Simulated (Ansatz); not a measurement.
One atom moved over a plane in Be

These are results of DFT PBEsol, scalar-relativistic, plane waves, PAW in Ansatz, not measurements. The runs took a 420 eV cutoff, a Γ-centred 24×24×14 mesh and Gaussian smearing (0.15 eV). No spin polarisation. Energies are free energies at this smearing, counted from the undisturbed cell; pressure is positive in compression.

The starting cell (as given, not relaxed at this level; it stands at -5.7 GPa):

```yaml
crystal:
  lattice:
    - [2.29950, 0.00000, 0.00000]
    - [-1.14975, 1.99143, 0.00000]
    - [0.00000, 0.00000, 3.60090]
  atoms:
    - { symbol: Be, position: [0.33333, 0.66667, 0.25000] }
    - { symbol: Be, position: [0.66667, 0.33333, 0.75000] }
```

Atom 1 (Be) is moved by p along (0.000, 1.000, 0.000) and q along (0.000, 0.000, 1.000) (Å), all else fixed. Points are written (p, q).

Energy above the undisturbed cell in eV/cell (a dash: not computed):

| p \ q | -0.600 | -0.300 | 0.000 | 0.300 | 0.600 |
| --- | --- | --- | --- | --- | --- |
| -0.600 | 2.12 | 0.68 | 0.26 | 0.68 | 2.12 |
| -0.300 | 1.80 | 0.48 | 0.11 | 0.48 | 1.80 |
| 0.000 | 1.53 | 0.34 | 0.00 | 0.34 | 1.53 |
| 0.300 | 2.00 | 0.58 | 0.18 | 0.58 | 2.00 |
| 0.600 | 3.59 | 1.34 | 0.73 | 1.34 | 3.59 |

Pressure in GPa:

| p \ q | -0.600 | -0.300 | 0.000 | 0.300 | 0.600 |
| --- | --- | --- | --- | --- | --- |
| -0.600 | 28.9 | 5.4 | -2.4 | 5.4 | 28.9 |
| -0.300 | 26.2 | 3.0 | -4.5 | 3.0 | 26.2 |
| 0.000 | 24.0 | 1.6 | -5.7 | 1.6 | 24.0 |
| 0.300 | 27.9 | 3.9 | -3.8 | 3.9 | 27.9 |
| 0.600 | 39.4 | 11.2 | 2.0 | 11.2 | 39.4 |